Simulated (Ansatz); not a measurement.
The following input was run with Ansatz 0.2.0.

```yaml
crystal:
  lattice:
    - [5.4699229141, 0.0, 0.0]
    - [-2.734961457, 4.7370922003, 0.0]
    - [0.0, 0.0, 25.2768484423]
  atoms:
    - { symbol: Os, position: [0.3333333333, 0.1666666667, 0.3164951524] }
    - { symbol: Os, position: [0.3333333333, 0.6666666667, 0.3164951524] }
    - { symbol: Os, position: [0.8333333333, 0.1666666667, 0.3164951524] }
    - { symbol: Os, position: [0.8333333333, 0.6666666667, 0.3164951524] }
    - { symbol: Os, position: [0.1666666667, 0.3333333333, 0.4020839929] }
    - { symbol: Os, position: [0.1666666667, 0.8333333333, 0.4020839929] }
    - { symbol: Os, position: [0.6666666667, 0.3333333333, 0.4020839929] }
    - { symbol: Os, position: [0.6666666667, 0.8333333333, 0.4020839929] }
    - { symbol: Os, position: [0.3333333333, 0.1666666667, 0.4882926169] }
    - { symbol: Os, position: [0.3333333333, 0.6666666667, 0.4882926169] }
    - { symbol: Os, position: [0.8333333333, 0.1666666667, 0.4882926169] }
    - { symbol: Os, position: [0.8333333333, 0.6666666667, 0.4882926169] }
    - { symbol: Os, position: [0.1666666667, 0.3333333333, 0.5714707715] }
    - { symbol: Os, position: [0.1666666667, 0.8333333333, 0.5714707715] }
    - { symbol: Os, position: [0.6666666667, 0.3333333333, 0.5714707715] }
    - { symbol: Os, position: [0.6666666667, 0.8333333333, 0.5714707715] }
    - { symbol: Br, position: [0.1666666667, 0.3333333333, 0.6956951188] }
    - { symbol: Br, position: [-0.1112337719, 0.5280694077, 0.7268145046] }
basis:
  ecutwfc: 420
kpoints:
  mp_grid: { grid: [4, 4, 1] }
hamiltonian:
  xc: pbe
  dispersion: d3bj
scf:
  occupations: { method: gaussian, width: 0.1 }
output:
  forces: true
  eigenvalues: true
  write_density: true
  write_potential: true
  elf: true
  volumetric_format: npy
relax:
  adjacent_minimum: "off"
  f_tol: 0.04
  max_steps: 100
  constraints: [{ sites: [0, 1, 2, 3, 4, 5, 6, 7] }]
efield:
  axis: 3
  dipole_correction: true
  ramp_width: 0.04
```

Run as
```bash
ansatz run input.yaml --threads 4 --pin off --max-ram 12288MiB --backend cpu --events-out ev --progress --plain --runs-dir out
```

Computed with DFT PBE+D3(BJ), scalar-relativistic, plane waves, PAW (Ansatz 0.2.0).

From the run's log, abridged:

```
Pseudopotentials: kind: paw
Pseudopotential: Os, paw, valence charge 16, recommended cutoff 420 eV (normal)
Pseudopotential: Br, paw, valence charge 7, recommended cutoff 420 eV (normal)
Functional definition: PBE
Crystal: 18 atoms, lattice volume = 654.962 Å³
Basis set: ecut = 420 eV, 12703 PW (Γ), exchange–correlation on 80×80×360 points (8 copies of the dense FFT grid, shifted against one another)
Bands: 162, of which v1, the nominal top of the filled ones, is band 135 counted from 1 (134 counted from 0)
Symmetry: 1 space group operations
Space group: P1 (ITA 1), of the structure as read, at distance tolerance 8.7e-5 Å
k-points: 10 of 16 (time reversal used)
Initial density: superposition of atomic densities (neutral atoms: chi_scale 0, normalization atom), corrected by the library's trained network
Initial wavefunctions: pseudopotential atomic-orbital guess
Functional: x = pbe(κ = 0.804, μ = 0.21951497), c = pbe(β = 0.06672455)
SCF iter   1: F=—  HF=-187717.563922 eV  |F-HF|=—  |Δ(HF+E_count)|=         —  Δρ=7.35e-3  dr2=3.05e0  ethr=1.77e-3  p=0.016 e·Å  D=4.29e-3 V/Å  ΔV_dip=-0.11 eV  dr2_dipole=1.30e0  V_vac-E_F(+/−)=5.35/5.46 eV  ⟨swp⟩=8.5  Hψ=7834  notcnv=0
efield: sawtooth ramp at fractional position 0.0017 (placed from the atoms, in the widest stretch of the axis that holds none; the zero of the levels goes with the place), width 0.0400; the density the first Hamiltonian is built on has a dipole p = 0.016 e·Å; the dipole correction subtracts the counter field D = 4.29e-3 V/Å, which shifts the + side's vacuum level by -0.11 eV against the − side's; the planar-averaged density in the ramp window peaks in size at 1.8e-4 e/Å³
SCF iter   2: F=—  HF=-187717.563092 eV  |F-HF|=—  |Δ(HF+E_count)|=   8.29e-4  Δρ=3.01e-3  dr2=5.49e-1  ethr=1.13e-3  p=0.000 e·Å  D=7.84e-6 V/Å  ΔV_dip= 0.00 eV  dr2_dipole=2.09e-1  V_vac-E_F(+/−)=5.46/5.46 eV  ⟨swp⟩=1.9  Hψ=2085  notcnv=0  defer=62
SCF iter   3: F=—  HF=-187717.561265 eV  |F-HF|=—  |Δ(HF+E_count)|=   1.83e-3  Δρ=2.18e-3  dr2=1.34e-1  ethr=2.03e-4  p=0.002 e·Å  D=5.06e-4 V/Å  ΔV_dip=-0.01 eV  dr2_dipole=2.69e-2  V_vac-E_F(+/−)=5.48/5.49 eV  ⟨swp⟩=2.0  Hψ=2203  notcnv=0  defer=84
SCF iter   4: F=—  HF=-187717.548420 eV  |F-HF|=—  |Δ(HF+E_count)|=   1.28e-2  Δρ=5.37e-4  dr2=9.89e-3  ethr=4.96e-5  p=-0.005 e·Å  D=-1.51e-3 V/Å  ΔV_dip=0.04 eV  dr2_dipole=2.32e-3  V_vac-E_F(+/−)=5.48/5.45 eV  ⟨swp⟩=2.7  Hψ=2313  notcnv=0  defer=84
SCF iter   5: F=—  HF=-187717.548609 eV  |F-HF|=—  |Δ(HF+E_count)|=   1.89e-4  Δρ=1.91e-4  dr2=6.77e-4  ethr=3.66e-6  p=-0.006 e·Å  D=-1.55e-3 V/Å  ΔV_dip=0.04 eV  dr2_dipole=5.87e-5  V_vac-E_F(+/−)=5.48/5.44 eV  ⟨swp⟩=2.5  Hψ=2582  notcnv=0  defer=34
SCF iter   6: F=—  HF=-187717.548605 eV  |F-HF|=—  |Δ(HF+E_count)|=   4.06e-6  Δρ=6.88e-5  dr2=7.59e-5  ethr=2.51e-7  p=-0.006 e·Å  D=-1.63e-3 V/Å  ΔV_dip=0.04 eV  dr2_dipole=4.28e-6  V_vac-E_F(+/−)=5.48/5.44 eV  ⟨swp⟩=2.5  Hψ=2633  notcnv=0  defer=31
SCF iter   7: F=-187717.548606 eV  HF=-187717.548611 eV  |F-HF|=5.25e-6  |Δ(HF+E_count)|=   6.84e-6  Δρ=2.10e-5  dr2=8.02e-6  ethr=1.48e-8  p=-0.006 e·Å  D=-1.67e-3 V/Å  ΔV_dip=0.04 eV  dr2_dipole=4.51e-7  V_vac-E_F(+/−)=5.48/5.44 eV  ⟨swp⟩=23.7  Hψ=19209  notcnv=0
SCF 1 converged in 7 iterations: F = -187717.548606 eV  dr2 = 8.02e-6
relax step   1: F+E_penalty+E_count = -187717.54860612 eV  Δ(F+E_penalty+E_count) = +0.000e0 eV  max|allowed force component| = 9.022e-1 eV/Å  Δτ_max = 0.0000 Å  (7 SCF iters, dr2 threshold 4.00e-5 eV, accepted)
Initial density: handed on by an earlier stage of this run
Initial wavefunctions: those handed on with the density
SCF iter   1: F=—  HF=-187717.852636 eV  |F-HF|=—  |Δ(HF+E_count)|=         —  Δρ=5.11e-3  dr2=5.34e-1  ethr=1.50e-4  p=-0.006 e·Å  D=-1.67e-3 V/Å  ΔV_dip=0.04 eV  dr2_dipole=2.25e-1  V_vac-E_F(+/−)=5.48/5.44 eV  ⟨swp⟩=2.5  Hψ=5766  notcnv=0  defer=142
efield: sawtooth ramp at fractional position 0.0017 (handed on by an earlier solve), width 0.0400; the density the first Hamiltonian is built on has a dipole p = -0.006 e·Å; the dipole correction subtracts the counter field D = -1.67e-3 V/Å, which shifts the + side's vacuum level by +0.04 eV against the − side's; the planar-averaged density in the ramp window peaks in size at 6.8e-7 e/Å³
SCF iter   2: F=—  HF=-187717.822619 eV  |F-HF|=—  |Δ(HF+E_count)|=   3.00e-2  Δρ=1.81e-3  dr2=5.10e-2  ethr=5.87e-5  p=-0.019 e·Å  D=-5.34e-3 V/Å  ΔV_dip=0.14 eV  dr2_dipole=1.24e-2  V_vac-E_F(+/−)=5.57/5.43 eV  ⟨swp⟩=2.7  Hψ=2791  notcnv=0  defer=142
SCF iter   3: F=—  HF=-187717.821825 eV  |F-HF|=—  |Δ(HF+E_count)|=   7.93e-4  Δρ=1.31e-3  dr2=2.55e-2  ethr=5.59e-6  p=-0.020 e·Å  D=-5.62e-3 V/Å  ΔV_dip=0.14 eV  dr2_dipole=3.60e-4  V_vac-E_F(+/−)=5.58/5.44 eV  ⟨swp⟩=3.0  Hψ=3538  notcnv=0  defer=142
SCF iter   4: F=—  HF=-187717.815133 eV  |F-HF|=—  |Δ(HF+E_count)|=   6.69e-3  Δρ=3.68e-4  dr2=2.29e-3  ethr=2.80e-6  p=-0.023 e·Å  D=-6.33e-3 V/Å  ΔV_dip=0.16 eV  dr2_dipole=2.21e-4  V_vac-E_F(+/−)=5.60/5.44 eV  ⟨swp⟩=3.0  Hψ=3013  notcnv=0  defer=142
SCF iter   5: F=—  HF=-187717.814715 eV  |F-HF|=—  |Δ(HF+E_count)|=   4.18e-4  Δρ=1.57e-4  dr2=3.33e-4  ethr=2.52e-7  p=-0.024 e·Å  D=-6.60e-3 V/Å  ΔV_dip=0.17 eV  dr2_dipole=7.11e-6  V_vac-E_F(+/−)=5.61/5.44 eV  ⟨swp⟩=3.0  Hψ=3338  notcnv=0  defer=142
SCF iter   6: F=—  HF=-187717.814666 eV  |F-HF|=—  |Δ(HF+E_count)|=   4.87e-5  Δρ=6.00e-5  dr2=5.39e-5  ethr=3.65e-8  p=-0.024 e·Å  D=-6.67e-3 V/Å  ΔV_dip=0.17 eV  dr2_dipole=5.72e-8  V_vac-E_F(+/−)=5.61/5.44 eV  ⟨swp⟩=3.0  Hψ=2887  notcnv=0  defer=142
SCF iter   7: F=-187717.814653 eV  HF=-187717.814657 eV  |F-HF|=4.14e-6  |Δ(HF+E_count)|=   9.48e-6  Δρ=2.04e-5  dr2=6.54e-6  ethr=5.58e-9  p=-0.024 e·Å  D=-6.75e-3 V/Å  ΔV_dip=0.17 eV  dr2_dipole=6.69e-8  V_vac-E_F(+/−)=5.61/5.44 eV  ⟨swp⟩=25.9  Hψ=19954  notcnv=0
SCF 2 converged in 7 iterations: F = -187717.814653 eV  dr2 = 6.54e-6
relax step   2: F+E_penalty+E_count = -187717.81465274 eV  Δ(F+E_penalty+E_count) = -2.660e-1 eV  max|allowed force component| = 1.340e0 eV/Å  Δτ_max = 0.1947 Å  (7 SCF iters, dr2 threshold 5.09e-5 eV, accepted)
SCF iter   1: F=—  HF=-187718.143408 eV  |F-HF|=—  |Δ(HF+E_count)|=         —  Δρ=5.28e-3  dr2=1.05e0  ethr=1.59e-3  p=-0.024 e·Å  D=-6.75e-3 V/Å  ΔV_dip=0.17 eV  dr2_dipole=5.30e-1  V_vac-E_F(+/−)=5.63/5.45 eV  ⟨swp⟩=4.4  Hψ=3293  notcnv=0  defer=106
efield: sawtooth ramp at fractional position 0.0017 (handed on by an earlier solve), width 0.0400; the density the first Hamiltonian is built on has a dipole p = -0.024 e·Å; the dipole correction subtracts the counter field D = -6.75e-3 V/Å, which shifts the + side's vacuum level by +0.17 eV against the − side's; the planar-averaged density in the ramp window peaks in size at 1.1e-6 e/Å³
   ...
SCF iter   4: F=—  HF=-187720.742647 eV  |F-HF|=—  |Δ(HF+E_count)|=   2.90e-4  Δρ=1.51e-4  dr2=3.12e-4  ethr=3.05e-7  p=0.029 e·Å  D=8.08e-3 V/Å  ΔV_dip=-0.20 eV  dr2_dipole=9.75e-8  V_vac-E_F(+/−)=5.18/5.38 eV  ⟨swp⟩=3.4  Hψ=3236  notcnv=0  defer=171
SCF iter   5: F=—  HF=-187720.742624 eV  |F-HF|=—  |Δ(HF+E_count)|=   2.26e-5  Δρ=6.25e-5  dr2=4.41e-5  ethr=1.16e-7  p=0.030 e·Å  D=8.27e-3 V/Å  ΔV_dip=-0.21 eV  dr2_dipole=1.58e-6  V_vac-E_F(+/−)=5.17/5.38 eV  ⟨swp⟩=2.7  Hψ=2605  notcnv=0  defer=171
SCF iter   6: F=—  HF=-187720.743302 eV  |F-HF|=—  |Δ(HF+E_count)|=   6.78e-4  Δρ=2.50e-5  dr2=1.14e-5  ethr=1.63e-8  p=0.030 e·Å  D=8.29e-3 V/Å  ΔV_dip=-0.21 eV  dr2_dipole=5.89e-7  V_vac-E_F(+/−)=5.17/5.38 eV  ⟨swp⟩=2.9  Hψ=2963  notcnv=0  defer=171
SCF iter   7: F=—  HF=-187720.743305 eV  |F-HF|=—  |Δ(HF+E_count)|=   2.69e-6  Δρ=9.25e-6  dr2=1.67e-6  ethr=4.22e-9  p=0.030 e·Å  D=8.30e-3 V/Å  ΔV_dip=-0.21 eV  dr2_dipole=2.39e-7  V_vac-E_F(+/−)=5.17/5.38 eV  ⟨swp⟩=2.2  Hψ=2254  notcnv=0  defer=171
SCF iter   8: F=—  HF=-187720.743306 eV  |F-HF|=—  |Δ(HF+E_count)|=   8.64e-7  Δρ=3.29e-6  dr2=2.58e-7  ethr=6.18e-10  p=0.030 e·Å  D=8.31e-3 V/Å  ΔV_dip=-0.21 eV  dr2_dipole=6.83e-8  V_vac-E_F(+/−)=5.17/5.38 eV  ⟨swp⟩=2.1  Hψ=2171  notcnv=0  defer=171
SCF iter   9: F=-187720.743306 eV  HF=-187720.743306 eV  |F-HF|=1.73e-8  |Δ(HF+E_count)|=   1.36e-7  Δρ=1.12e-6  dr2=2.03e-8  ethr=3.70e-11  p=0.030 e·Å  D=8.31e-3 V/Å  ΔV_dip=-0.21 eV  dr2_dipole=7.07e-9  V_vac-E_F(+/−)=5.17/5.38 eV  ⟨swp⟩=22.5  Hψ=14891  notcnv=0
SCF iter  10: F=-187720.743306 eV  HF=-187720.743306 eV  |F-HF|=9.66e-9  |Δ(HF+E_count)|=   2.77e-8  Δρ=4.66e-7  dr2=2.97e-9  ethr=7.54e-12  p=0.030 e·Å  D=8.30e-3 V/Å  ΔV_dip=-0.21 eV  dr2_dipole=6.95e-10  V_vac-E_F(+/−)=5.17/5.38 eV  ⟨swp⟩=8.7  Hψ=11160  notcnv=0
SCF iter  11: F=-187720.743306 eV  HF=-187720.743306 eV  |F-HF|=4.02e-9  |Δ(HF+E_count)|=   8.76e-9  Δρ=1.89e-7  dr2=4.06e-10  ethr=1.10e-12  p=0.030 e·Å  D=8.30e-3 V/Å  ΔV_dip=-0.21 eV  dr2_dipole=8.47e-11  V_vac-E_F(+/−)=5.17/5.38 eV  ⟨swp⟩=7.7  Hψ=10152  notcnv=0
SCF 18 converged in 11 iterations: F = -187720.743306 eV  dr2 = 4.06e-10
relax step  18: F+E_penalty+E_count = -187720.74330582 eV  Δ(F+E_penalty+E_count) = -2.135e-2 eV  max|allowed force component| = 1.106e-1 eV/Å  Δτ_max = 0.0657 Å  (11 SCF iters, accepted)
SCF iter   1: F=—  HF=-187720.752330 eV  |F-HF|=—  |Δ(HF+E_count)|=         —  Δρ=9.87e-4  dr2=4.14e-3  ethr=1.70e-4  p=0.030 e·Å  D=8.31e-3 V/Å  ΔV_dip=-0.21 eV  dr2_dipole=1.37e-8  V_vac-E_F(+/−)=5.17/5.38 eV  ⟨swp⟩=2.8  Hψ=2858  notcnv=0  defer=112
efield: sawtooth ramp at fractional position 0.0017 (handed on by an earlier solve), width 0.0400; the density the first Hamiltonian is built on has a dipole p = 0.030 e·Å; the dipole correction subtracts the counter field D = 8.31e-3 V/Å, which shifts the + side's vacuum level by -0.21 eV against the − side's; the planar-averaged density in the ramp window peaks in size at 2.9e-6 e/Å³
SCF iter   2: F=—  HF=-187720.750473 eV  |F-HF|=—  |Δ(HF+E_count)|=   1.86e-3  Δρ=3.31e-4  dr2=1.30e-3  ethr=1.53e-6  p=0.027 e·Å  D=7.56e-3 V/Å  ΔV_dip=-0.19 eV  dr2_dipole=2.04e-6  V_vac-E_F(+/−)=5.19/5.38 eV  ⟨swp⟩=3.3  Hψ=3404  notcnv=0  defer=113
SCF iter   3: F=—  HF=-187720.750238 eV  |F-HF|=—  |Δ(HF+E_count)|=   2.35e-4  Δρ=1.32e-4  dr2=3.14e-4  ethr=4.83e-7  p=0.029 e·Å  D=7.90e-3 V/Å  ΔV_dip=-0.20 eV  dr2_dipole=1.09e-6  V_vac-E_F(+/−)=5.18/5.38 eV  ⟨swp⟩=3.0  Hψ=2904  notcnv=0  defer=113
SCF iter   4: F=—  HF=-187720.750168 eV  |F-HF|=—  |Δ(HF+E_count)|=   6.96e-5  Δρ=3.15e-5  dr2=8.94e-6  ethr=1.16e-7  p=0.028 e·Å  D=7.85e-3 V/Å  ΔV_dip=-0.20 eV  dr2_dipole=8.90e-7  V_vac-E_F(+/−)=5.18/5.38 eV  ⟨swp⟩=2.5  Hψ=2562  notcnv=0  defer=113
SCF iter   5: F=—  HF=-187720.750817 eV  |F-HF|=—  |Δ(HF+E_count)|=   6.49e-4  Δρ=8.92e-6  dr2=1.27e-6  ethr=3.31e-9  p=0.028 e·Å  D=7.81e-3 V/Å  ΔV_dip=-0.20 eV  dr2_dipole=1.53e-7  V_vac-E_F(+/−)=5.18/5.38 eV  ⟨swp⟩=3.0  Hψ=3138  notcnv=0  defer=113
SCF iter   6: F=—  HF=-187720.750818 eV  |F-HF|=—  |Δ(HF+E_count)|=   5.37e-7  Δρ=3.58e-6  dr2=2.46e-7  ethr=4.69e-10  p=0.028 e·Å  D=7.81e-3 V/Å  ΔV_dip=-0.20 eV  dr2_dipole=6.59e-8  V_vac-E_F(+/−)=5.18/5.38 eV  ⟨swp⟩=3.0  Hψ=2921  notcnv=0  defer=113
SCF iter   7: F=-187720.750818 eV  HF=-187720.750818 eV  |F-HF|=1.16e-8  |Δ(HF+E_count)|=   1.50e-7  Δρ=1.17e-6  dr2=2.86e-8  ethr=3.70e-11  p=0.028 e·Å  D=7.81e-3 V/Å  ΔV_dip=-0.20 eV  dr2_dipole=7.44e-9  V_vac-E_F(+/−)=5.18/5.38 eV  ⟨swp⟩=21.8  Hψ=15344  notcnv=0
SCF 19 converged in 7 iterations: F = -187720.750818 eV  dr2 = 2.86e-8
relax step  19: F+E_penalty+E_count = -187720.75081810 eV  Δ(F+E_penalty+E_count) = -7.512e-3 eV  max|allowed force component| = 1.311e-2 eV/Å  Δτ_max = 0.0592 Å  (7 SCF iters, accepted)
WARN: The output density's exchange-correlation potential varies sharply where the density is thin. Do not read a vacuum level from v_tot or v_xc, or from such a field of the output density. On a cell that repeats whose density bears no net charge and no dipole along the vacuum's axis use v_es (v_loc + v_h of the components); under efield.dipole_correction with no amplitude use v_es + v_field, which holds any external_charges[].barrier, or the levels of the report's work_function block, which leave it out; under a non-zero efield.amplitude the vacuum is tilted and has no level; on a cell that repeats and bears such a dipole with no correction it is tilted too, and efield.dipole_correction wi ...
SCF converged after 7 iterations
Free energy (F): -187720.750818 eV
Harris-Foulkes:  -187720.750818 eV  (|F-HF|=1.16e-8)
Internal energy: -187720.655830 eV  (E = F + TS)
E sigma→0 (E₀):  -187720.703324 eV
Entropy (-TS):   -0.094988 eV (-5.277 meV/atom)
Fermi energy:    6.292025 eV
Dipole field:    D = 0.007742 V/Å  (p = 0.028023 e·Å, saw-weighted, corrected)
Work function:   Φ+ = 5.1848 eV   Φ− = 5.3805 eV
Levels:          The Fermi level and band energies are counted from a zero that moves with the ramp; work functions are not
--- Per-component energies (eV) ---
  E_band       = -6057.316417
  E_kinetic    = 9246.192895
  E_local      = -448468.895830  (includes V_loc(G=0)·N_el)
  E_nonlocal   = 110.026423
  E_hartree    = 220582.400908
  E_xc         = -4786.804900
  E_vxc        = -4739.281706  (∫ρ·V_xc dr)
  E_paw        = -148681.250015  (= ΣΔE_a)
  E_vpaw       = -3373.695762  (= ΣTr[D̂ρ^β])
  E_aug_tail   = -0.001300  (compensation charges beyond the density's cutoff)
  E_efield     = 0.000108  (sawtooth field / dipole correction)
  E_vefield    = 3.492724  (∫n·V_field dr)
  E_ewald      = 184286.143919
  E_disp       = -8.468039  (pairwise vdW)
  E_smearing   = -0.094988  (= −TS)
--- Forces (eV/Å), atoms counted from 1 ---
  atom   1  Os     0.01914289     0.01284242     0.59252059
  atom   2  Os    -0.00061155    -0.00179474     0.62816864
  atom   3  Os    -0.01906613     0.01327212     0.59232299
  atom   4  Os     0.00048225    -0.02400210     0.59208659
  atom   5  Os     0.00088061    -0.00812405    -0.65669924
  atom   6  Os    -0.00716877     0.00401462    -0.65415059
  atom   7  Os    -0.00030769     0.00474602    -0.44121770
  atom   8  Os     0.00794763     0.00414624    -0.65346672
  atom   9  Os    -0.00404098     0.00176423     0.00269411
  atom  10  Os    -0.00144592     0.00813855    -0.00441467
  atom  11  Os     0.00437573    -0.00137959     0.00634352
  atom  12  Os    -0.00145488    -0.00520494    -0.00045836
  atom  13  Os    -0.00331449     0.00121950    -0.00200648
  atom  14  Os    -0.00826416    -0.00589981    -0.00802033
  atom  15  Os     0.00241221     0.00842916     0.00205113
  atom  16  Os     0.01310781    -0.00451921    -0.00562266
  atom  17  Br     0.00040113     0.00269126     0.00282909
  atom  18  Br    -0.00307839    -0.01035041     0.00710220
--- Band table (eV; the first three rows and the last of 10) ---
  k-point 0: bands = ["-80.4753", "-80.4190", "-80.4187", "-80.3715", "-80.3213", "-80.3213", "-80.3043", "-80.2897", "-80.1068", "-80.0610", "-80.0609", "-80.0102", "-79.8925", "-79.8418", "-79.8338", "-79.8336", "-40.3827", "-40.3642", "-40.3638", "-40.3288", "-40.2674", "-40.2613", "-40.2609", "-40.0443", "-40.0034", "-40.0030", "-39.9088", "-39.8631", "-39.8631", "-39.8420", "-39.7653", "-39.7266", "-39.7265", "-39.6591", "-39.6589", "-39.6221", "-39.5795", "-39.5703", "-39.5702", "-39.5286", "-39.5285", "-39.4930", "-39.4889", "-39.4888", "-39.4732", "-39.4732", "-39.4656", "-39.4240", "-39.4018", "-39.4017", "-39.2575", "-39.2573", "-39.2537", "-39.2444", "-39.2362", "-39.2361", "-39.2 ...
  k-point 1: bands = ["-80.4670", "-80.4255", "-80.4190", "-80.3646", "-80.3285", "-80.3213", "-80.3035", "-80.2919", "-80.1000", "-80.0662", "-80.0609", "-80.0118", "-79.8846", "-79.8463", "-79.8373", "-79.8336", "-40.3279", "-40.3040", "-40.2919", "-40.2637", "-40.2159", "-40.2146", "-40.1969", "-40.0086", "-39.9871", "-39.9798", "-39.9194", "-39.8675", "-39.8531", "-39.8083", "-39.7928", "-39.7701", "-39.7063", "-39.6716", "-39.6639", "-39.6382", "-39.6151", "-39.5966", "-39.5833", "-39.5628", "-39.5516", "-39.5383", "-39.4753", "-39.4731", "-39.4639", "-39.4587", "-39.4508", "-39.4247", "-39.4132", "-39.3822", "-39.3055", "-39.3048", "-39.2396", "-39.2355", "-39.2297", "-39.2292", "-39.2 ...
  k-point 2: bands = ["-80.4529", "-80.4381", "-80.4190", "-80.3522", "-80.3409", "-80.3213", "-80.3027", "-80.2943", "-80.0884", "-80.0764", "-80.0609", "-80.0133", "-79.8684", "-79.8614", "-79.8385", "-79.8336", "-40.2523", "-40.2112", "-40.2043", "-40.2003", "-40.1648", "-40.1518", "-40.0580", "-40.0368", "-40.0019", "-39.9954", "-39.8849", "-39.8435", "-39.8380", "-39.8328", "-39.7913", "-39.7817", "-39.7501", "-39.7472", "-39.7244", "-39.6990", "-39.6484", "-39.6200", "-39.5930", "-39.5543", "-39.5136", "-39.5112", "-39.4831", "-39.4754", "-39.4625", "-39.4311", "-39.4144", "-39.4107", "-39.3806", "-39.3582", "-39.3569", "-39.3218", "-39.2717", "-39.2624", "-39.2389", "-39.2263", "-39.2 ...
  k-point 9: bands = ["-80.4527", "-80.4385", "-80.4188", "-80.3522", "-80.3408", "-80.3213", "-80.3027", "-80.2943", "-80.0883", "-80.0765", "-80.0609", "-80.0133", "-79.8683", "-79.8615", "-79.8382", "-79.8338", "-40.2518", "-40.2117", "-40.2043", "-40.2008", "-40.1643", "-40.1520", "-40.0580", "-40.0371", "-40.0021", "-39.9953", "-39.8848", "-39.8432", "-39.8380", "-39.8323", "-39.7914", "-39.7816", "-39.7501", "-39.7471", "-39.7245", "-39.6987", "-39.6482", "-39.6204", "-39.5927", "-39.5541", "-39.5135", "-39.5116", "-39.4832", "-39.4756", "-39.4624", "-39.4317", "-39.4143", "-39.4106", "-39.3809", "-39.3580", "-39.3570", "-39.3216", "-39.2717", "-39.2623", "-39.2388", "-39.2263", "-39.2 ...
--- Relaxed structure (19 steps of the walk, 18 accepted, 0 SCFs on fresh bases) ---
  F+E_penalty+E_count = -187720.75081810 eV   max|allowed force component| = 1.311e-2 eV/Å
  atoms:
    - { symbol: Os, position: [0.3333333333, 0.16666666, 0.3164951524] }
    - { symbol: Os, position: [0.33333333, 0.6666666667, 0.3164951524] }
    - { symbol: Os, position: [0.83333333, 0.16666666, 0.3164951524] }
    - { symbol: Os, position: [0.8333333333, 0.6666666667, 0.3164951524] }
    - { symbol: Os, position: [0.16666666, 0.33333333, 0.4020839929] }
    - { symbol: Os, position: [0.16666666, 0.83333333, 0.4020839929] }
    - { symbol: Os, position: [0.66666666, 0.33333333, 0.4020839929] }
    - { symbol: Os, position: [0.6666666667, 0.83333333, 0.4020839929] }
    - { symbol: Os, position: [0.33579941, 0.16788170, 0.48801356] }
    - { symbol: Os, position: [0.33333212, 0.66663449, 0.48778663] }
    - { symbol: Os, position: [0.83211865, 0.16792279, 0.48800869] }
    - { symbol: Os, position: [0.83222236, 0.66441900, 0.48803663] }
    - { symbol: Os, position: [0.16526399, 0.33041735, 0.56984659] }
    - { symbol: Os, position: [0.16546304, 0.83506277, 0.56988022] }
    - { symbol: Os, position: [0.66669025, 0.33339630, 0.57293027] }
    - { symbol: Os, position: [0.66955547, 0.83504898, 0.56987624] }
    - { symbol: Br, position: [0.00023496, 0.00036022, 0.65046574] }
    - { symbol: Br, position: [-0.33261117, 0.33434109, 0.67258421] }
```

The relaxation met its thresholds.

Time: 6.9 min on 4 threads of Intel(R) Xeon(R) Platinum 8488C (Sapphire Rapids) (shared host), peak memory 2.5 GiB.

Spin–orbit coupling is left out, which can shift energies with elements as heavy as these.